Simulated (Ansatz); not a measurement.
**Rb2Ag3: relaxation step by step**

The cell of Rb2Ag3 is invented: random cell by space group and Wyckoff sites (P-62m, No. 189). Its size is a rough estimate.

```yaml
crystal:
  lattice:
    - [5.08227, 0.00000, 0.00000]
    - [-2.54114, 4.40138, 0.00000]
    - [0.00000, 0.00000, 7.08813]
  atoms:
    - { symbol: Rb, position: [0.00000, 0.00000, 0.74592] }
    - { symbol: Rb, position: [0.00000, 0.00000, 0.25408] }
    - { symbol: Ag, position: [0.62549, 0.00000, 0.50000] }
    - { symbol: Ag, position: [0.00000, 0.62549, 0.50000] }
    - { symbol: Ag, position: [0.37451, 0.37451, 0.50000] }
```

These are results of DFT PBE, scalar-relativistic, plane waves, PAW in Ansatz 0.2.0, not measurements. Cutoff 420 eV, Gaussian smearing, Γ-centred meshes. Cell and atoms relax first on a coarse mesh and then on a finer one. In between, the cell is made exact in the group found at 0.06 Å. In metals the finer mesh still leaves noise of several meV/atom or more. The steps can't lower the symmetry of their start. No spin polarisation.

Steps on the 6×6×4 mesh (5 atoms, 13 steps). The free energy counts from the last step; the plane-wave basis is renewed at times, which shifts energy and pressure.

| step | ΔF (meV/atom) | V (Å³/atom) | P (GPa) | largest force component (eV/Å) |
| --- | --- | --- | --- | --- |
| 1 | 949.8 | 31.71 | 14.44 | 5.306 |
| 2 | 415.1 | 33.49 | 7.52 | 2.029 |
| 3 | 225.6 | 36.11 | 3.98 | 0.743 |
| 4 | 107.0 | 39.65 | 1.95 | 0.476 |
| 5 | 49.8 | 42.35 | 0.89 | 0.215 |
| 6 | 36.4 | 45.31 | -0.52 | 0.038 |
| 7 | 34.1 | 44.52 | -0.12 | 0.016 |
| 8 | 21.6 | 44.52 | 0.46 | 0.016 |
| 9 | 14.9 | 45.46 | 0.35 | 0.023 |
| 10 | 7.0 | 47.43 | 0.14 | 0.006 |
| 11 | 2.5 | 48.92 | 0.03 | 0.024 |
| 12 | 1.8 | 50.14 | 0.01 | 0.008 |
| 13 | 0.0 | 50.14 | 0.08 | 0.008 |

The relaxed structure, after a last relaxation on the converged mesh:

```
Rb Ag
1.0
     5.52240    0.00000    0.00000
    -2.76120    4.78253    0.00000
     0.00000    0.00000    9.82387
Rb Ag
2 3
Direct
  0.00000 0.00000 0.74081
  0.00000 0.00000 0.25919
  0.50000 0.00000 0.50000
  0.00000 0.50000 0.50000
  0.50000 0.50000 0.50000
```

The symmetry goes from P-62m (No. 189) to P6/mmm (No. 191). The volume per atom grows by 63.6 %, from 31.7 to 51.9 Å³. The shortest distance goes from 2.58 Å (Rb–Ag) to 2.76 Å (Ag–Ag). The energy falls by about 0.96 eV/atom (the start's value is from the coarse mesh). The end is written in a standard setting, so origin, axes and order of atoms can differ from the start's. Rb is surrounded by 6 Ag at 3.64 Å and 1 Rb at 4.73 Å; Ag is surrounded by 4 Ag at 2.76 Å and 4 Rb at 3.64 Å.

```yaml
Volume_per_atom: 51.89 Å³
Density: 3.17 g/cm³
Energy_over_the_elements: +0.07 eV/atom
Gap_on_the_12×12×4_mesh_of_the_5-atom_cell: 0 eV (a metal)
```

Formation energies are uncorrected and refer to the elements' standard structures at the same level.

The last run used Gaussian smearing of 0.10 eV. A structure relaxed within its symmetry needn't be a true minimum. In all, the 3 runs took 110 s on 1 thread of AMD EPYC 9R45 96-Core Processor (Zen 5), with other jobs on the host.
